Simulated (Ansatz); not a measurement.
A geometry of MoS$_{2}$ away from equilibrium: the start of the relaxation of a relaxed MoS2 cell stretched uniformly to 115 % of its volume. Level of theory: r2SCAN (plane waves to 500 eV, PAW, scalar-relativistic; Ansatz, an electronic-structure program). Γ-centred k-mesh 8×8×2 on the run's cell (coarser than for final values), Fermi–Dirac smearing 0.05 eV.

```xyz
6
Lattice="3.3362 0.0000 0.0000 -1.6681 2.8892 0.0000 0.0000 0.0000 13.6060" Properties=species:S:1:pos:R:3 pbc="T T T"
Mo     0.0000     1.9262     3.4015
Mo     1.6681     0.9631    10.2045
S      0.0000     1.9262     8.5778
S      1.6681     0.9631     1.7748
S      1.6681     0.9631     5.0282
S      0.0000     1.9262    11.8312
```

### Question
Which atoms carry the largest force, and which way does it point?

### Answer
1.90 eV/Å, on S3, S4, S5, S6 (atoms numbered as listed); on S4 its components are (0.00, 0.00, 1.90).

### Question
What is the pressure?

### Answer
-14.7 GPa, compression positive.

No spin polarisation in the result. Without a van der Waals term the distances between weakly bound units are poorly fixed.

The run could not lose the symmetry of its start.

Without dispersion the volume is uncertain too.
